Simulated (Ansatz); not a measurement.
# How far is PAW off for TaN?

```xyz
6
Lattice="5.1440 0.0000 0.0000 -2.5720 4.4549 0.0000 0.0000 0.0000 2.9110" Properties=species:S:1:pos:R:3 pbc="T T T"
Ta    0.0000    2.9699    1.4555
Ta    2.5720    1.4850    1.4555
Ta    0.0000    0.0000    0.0000
N     2.0208    0.0000    0.0000
N     1.5616    2.7048    0.0000
N    -1.0104    1.7501    0.0000
```

Atoms are numbered in the order listed.

Conventional cell: a = 5.144 Å, b = 5.144 Å, c = 2.911 Å, α = 90.00°, β = 90.00°, γ = 120.00°. Ta (atom 1) is surrounded by 6 N at 2.15 Å. Ta (atom 3) has 3 N at 2.02 Å as nearest neighbours. N (atom 4) has 5 Ta at 2.02 to 2.15 Å as nearest neighbours.

The geometry is COD entry 2106407, unchecked; take it as a test cell. The listed cell was then made from it by scaling, straining or moving an atom.

Spin–orbit coupling is left out, though it moves levels of the heavy atoms by tenths of an eV or more.

All numbers are computed: DFT, PBEsol, PAW with Ansatz's default frozen-core files, scalar-relativistic (Ansatz 0.2.0); DFT, PBEsol, all-electron PAW with datasets made for the crystal, scalar-relativistic (Ansatz 0.2.0); DFT, PBEsol, all-electron LAPW, scalar-relativistic (Ansatz 0.2.0).

For PAW: a Γ-centred 6×6×9 k mesh, Fermi–Dirac smearing of 0.01 eV, cutoff 420 eV, no spin polarisation; the PAW files were made with PBE, and the program remakes their frozen cores for this functional. The crystal-made all-electron datasets (AE datasets) take a cutoff of 520 eV at this cell. LAPW targets a basis error of 1 meV/atom. The Ansatz runs share mesh, smearing and spin set-up. Plane-wave (PAW) pressures include the program's estimate of the Pulay term.

Stress and pressure are positive in compression.

The change that made this cell: equal xx and yy strain of -1 %.

Spin–orbit coupling is left out, which moves gradients at and beside heavy atoms by some per cent and at worst by a factor of two.

In a metal, gradients converge slowly with the k mesh: the values move by tens of per cent from one mesh to another, at times in sign, so only the comparison on one mesh counts.

| quantity | PAW | AE datasets | LAPW |
| --- | --- | --- | --- |
| pressure (GPa) | 2.80 | 2.71 | 2.72 |
| stress xx (GPa) | 4.64 | 4.54 | 4.54 |
| stress zz (GPa) | -0.89 | -0.93 | -0.92 |
| force on N4, x (eV/Å) | 0.177 | 0.161 | 0.161 |
| field gradient Vzz at Ta1 (10²¹ V/m²) | -19.70 | -17.88 | – |
| field gradient Vzz at Ta3 (10²¹ V/m²) | 16.68 | 13.49 | – |
| field gradient Vzz at N4 (10²¹ V/m²) | -1.47 | -1.44 | – |

PAW's pressure differs from the LAPW value by +0.08 GPa. Datasets made for the crystal and LAPW share parts of one code, so their agreement isn't an independent check.
